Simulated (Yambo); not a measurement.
G0W0@PBEsol for RbIO₃ (space group R3m, No. 160) in Yambo. Reference settings: 2×2×2 Γ-centred k mesh, 268 bands and a 7 Ry block in the screening, 268 bands in G with the Bruneval-Gonze terminator, plasmon pole fitted at 27.2 eV. The PBEsol gap Z → Z on this mesh is 2.59 eV; G0W0 gaps are taken between the same points.

The settings were changed. The gap went from 4.36 eV to 4.39 eV, and the shift of the valence edge from -0.79 eV to -0.73 eV.

Task: What was changed between the two runs?
(A) no random integration
(B) 174 bands in W, 174 bands in G
(C) 174 bands in G, no terminator
(D) pole fitted at 10 eV

Result: B, 174 bands in W, 174 bands in G. The others gave (gap, valence shift): no random integration: 4.29, -0.55 eV; 174 bands in G, no terminator: 4.33, -0.47 eV; pole fitted at 10 eV: 4.28, -0.67 eV.

Spin-orbit coupling is included.

Geometry of the Materials Project entry, not relaxed at this level; primitive cell a = b = c = 4.5193 Å, α = β = γ = 89.72°.

The structure is a Materials Project entry; no match was found in the copy of COD used, and its stability was not checked.

A shift is the quasiparticle energy of the state minus its PBEsol energy.
